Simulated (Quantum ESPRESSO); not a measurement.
Band energies of LiCuF$_{4}$

```
CELL_PARAMETERS angstrom
      5.43005     0.00000     0.00000
      0.00000     4.77779     0.00000
     -2.70329     0.00000     4.98962
ATOMIC_POSITIONS crystal
  Li 0.50000 0.00000 0.50000
  Li 0.50000 0.50000 0.00000
  F  0.14619 0.30451 0.80463
  F  0.85381 0.69549 0.19537
  F  0.85381 0.80451 0.69537
  F  0.14619 0.19549 0.30463
  F  0.32779 0.67856 0.63334
  F  0.67221 0.32144 0.36666
  F  0.67221 0.17856 0.86666
  F  0.32779 0.82144 0.13334
  Cu 0.00000 0.50000 0.50000
  Cu 0.00000 0.00000 0.00000
```

norm-conserving LDA (Quantum ESPRESSO, 92 Ry, scalar-relativistic); path ΓYHCEM1AXH1,MDZ,YD; energies in eV from the valence-band maximum.

| k (1/Å) | point | band 46 | band 47 | band 48 | band 49 | band 50 | band 51 | band 52 | band 53 |
|---|---|---|---|---|---|---|---|---|---|
| 0.00 | Γ | -0.89 | -0.73 | -0.64 | -0.51 | 0.00 | 0.89 | 0.93 | 6.46 |
| 0.21 |  | -0.90 | -0.75 | -0.61 | -0.54 | -0.02 | 0.82 | 0.83 | 6.72 |
| 0.63 | Y | -0.87 | -0.72 | -0.72 | -0.28 | -0.28 | 0.56 | 0.56 | 8.44 |
| 1.04 | H | -0.86 | -0.66 | -0.64 | -0.53 | -0.22 | 0.60 | 0.67 | 8.54 |
| 1.04 | C | -0.89 | -0.63 | -0.63 | -0.36 | -0.36 | 0.68 | 0.68 | 8.47 |
| 1.48 |  | -0.88 | -0.62 | -0.62 | -0.47 | -0.47 | 0.84 | 0.84 | 9.24 |
| 1.69 | E | -0.89 | -0.62 | -0.62 | -0.48 | -0.48 | 0.89 | 0.89 | 10.01 |
| 1.87 |  | -0.88 | -0.62 | -0.62 | -0.47 | -0.47 | 0.86 | 0.86 | 10.01 |
| 2.05 | M1 | -0.87 | -0.64 | -0.64 | -0.44 | -0.44 | 0.77 | 0.77 | 9.89 |
| 2.41 | A | -0.93 | -0.61 | -0.61 | -0.28 | -0.28 | 0.58 | 0.58 | 9.51 |
| 2.74 |  | -0.85 | -0.66 | -0.59 | -0.56 | -0.24 | 0.67 | 0.70 | 8.40 |
| 2.90 |  | -0.83 | -0.73 | -0.58 | -0.57 | -0.32 | 0.71 | 0.80 | 8.09 |
| 3.07 | X | -0.84 | -0.75 | -0.58 | -0.56 | -0.36 | 0.73 | 0.84 | 7.98 |
| 3.25 |  | -0.84 | -0.73 | -0.60 | -0.56 | -0.31 | 0.71 | 0.75 | 8.13 |
| 3.43 | H1 | -0.86 | -0.66 | -0.64 | -0.53 | -0.22 | 0.60 | 0.67 | 8.54 |
| 3.43 | M | -0.87 | -0.64 | -0.64 | -0.44 | -0.44 | 0.77 | 0.77 | 9.89 |
| 3.63 |  | -0.86 | -0.72 | -0.72 | -0.43 | -0.43 | 0.78 | 0.78 | 9.67 |
| 3.84 | D | -0.88 | -0.76 | -0.76 | -0.43 | -0.43 | 0.78 | 0.78 | 9.54 |
| 3.99 |  | -0.87 | -0.76 | -0.76 | -0.41 | -0.41 | 0.76 | 0.76 | 9.27 |
| 4.31 |  | -0.87 | -0.73 | -0.73 | -0.29 | -0.29 | 0.69 | 0.69 | 8.54 |
| 4.47 | Z | -0.87 | -0.72 | -0.72 | -0.25 | -0.25 | 0.67 | 0.67 | 8.43 |
| 4.47 | Y | -0.87 | -0.72 | -0.72 | -0.28 | -0.28 | 0.56 | 0.56 | 8.44 |
| 4.60 |  | -0.87 | -0.73 | -0.73 | -0.30 | -0.30 | 0.59 | 0.59 | 8.50 |
| 4.86 |  | -0.86 | -0.76 | -0.76 | -0.39 | -0.39 | 0.72 | 0.72 | 8.98 |
| 5.12 | D | -0.88 | -0.76 | -0.76 | -0.43 | -0.43 | 0.78 | 0.78 | 9.54 |

The LDA gap is indirect, 0.53 eV, from Γ to 50 % of the way from Y to H; the smallest direct gap is 0.70 eV.

The 3d shell has no Hubbard U; the runs are without spin polarisation, and magnetic order was not tried.

Geometry of the Materials Project entry, not relaxed at this level.

The structure is a Materials Project entry; no match was found in the copy of COD used, and its stability was not checked.
